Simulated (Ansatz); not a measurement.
BeS: computed property card

BeS:
Space group P4/nmm, origin choice 1 (No. 129); a = 3.4377 Å, b = 3.4377 Å, c = 5.1875 Å, α = 90.00°, β = 90.00°, γ = 90.00°

```
atom  site  symmetry       x       y       z
----  ----  --------  ------  ------  ------
Be      2b      -4m2  0.5000  0.5000  0.5000
S       2c       4mm  0.0000  0.5000  0.2646
```

Space group P4/nmm (No. 129); conventional cell a = 3.438 Å, b = 3.438 Å, c = 5.188 Å, α = 90.00°, β = 90.00°, γ = 90.00°.

Method: plane-wave PAW PBE+D3(BJ) (Ansatz code). Structure relaxed to zero pressure with the same functional. Other levels are named where they apply.

### Cell and energy

- Volume per atom = 15.33 Å³
- Density = 2.22 g/cm³
- Formation energy from the elements (no fitted shifts) = -0.90 eV/atom

### Electronic structure

- Band gap = 3.17 eV (smallest direct gap 3.18 eV)
- Valence-band maximum = on the M–Γ line, 90 % of the way from M
- Conduction-band minimum = at Γ
- Electron effective mass = 0.39, 0.39, 1.3 mₑ (principal values)
- Hole effective mass = 1.8, 2.5, 3.1 mₑ (principal values)

### Mechanics

- Bulk modulus (Birch–Murnaghan fit) = 23.8 GPa
- Pressure derivative B′ = 9.8

The start of the workflow was typed in or built on a structure type; neither database checked (COD, Materials Project) lists it. COD files the formula under space group No. 216. Whether it is the stable phase at ambient conditions was not checked. The PBE+D3(BJ) relaxation kept the symmetry of its start; whether a distortion lowers the energy is not shown. The volume moved by 23 % from the start of the relaxation. The references are the lowest solids computed at this level, not always the standard phases.

Potentials: the later of the program's two PAW sets.
